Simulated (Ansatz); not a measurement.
# Ionic part of the dielectric constant of CaC$_{2}$ at 12 GPa, mode by mode

Method: DFT LDA, scalar-relativistic, plane waves, PAW in Ansatz 0.2.0. Settings: 420 eV plane-wave cutoff, Γ-centred 9×9×9 mesh, fixed occupations. No spin polarisation. Phonons by linear response, acoustic sum rule imposed.

The structure is trigonal, space group R-3m (No. 166). The conventional cell has a = 3.602 Å, b = 3.602 Å, c = 11.045 Å, α = 90.00°, β = 90.00°, γ = 120.00°. Around Ca (site symmetry -3m) lie 6 C at 2.41 Å. C (site symmetry 3m) has 1 C at 1.24 Å as nearest neighbours.

Other phases may be more stable at this pressure.

The primitive cell has V = 41.38 Å³ and ε∞,yy = 3.946. Each polar mode adds Δε = (4.92064×10⁷/V)·S/ν² along y, with S its oscillator strength in e²/amu, ν in cm⁻¹ and V in Å³.

Question: From these modes, find each Δε and ε0,yy.
| ν (cm⁻¹) | S_yy (e²/amu) |
| --- | --- |
| 383.7 | 0.3552 |

Answer:
| ν (cm⁻¹) | Δε |
| --- | --- |
| 383.7 | 2.87 |

The sum is 2.869, so ε0,yy = 6.82; the run's tensor has 6.82.

Question: Where do the longitudinal modes lie for a wave vector along y?

Answer: At 504 cm⁻¹. The Lyddane–Sachs–Teller product Π(ν_LO/ν_TO)² = 1.73 matches ε0/ε∞ = 1.73.

Whether CaC2 exists in this form wasn't checked.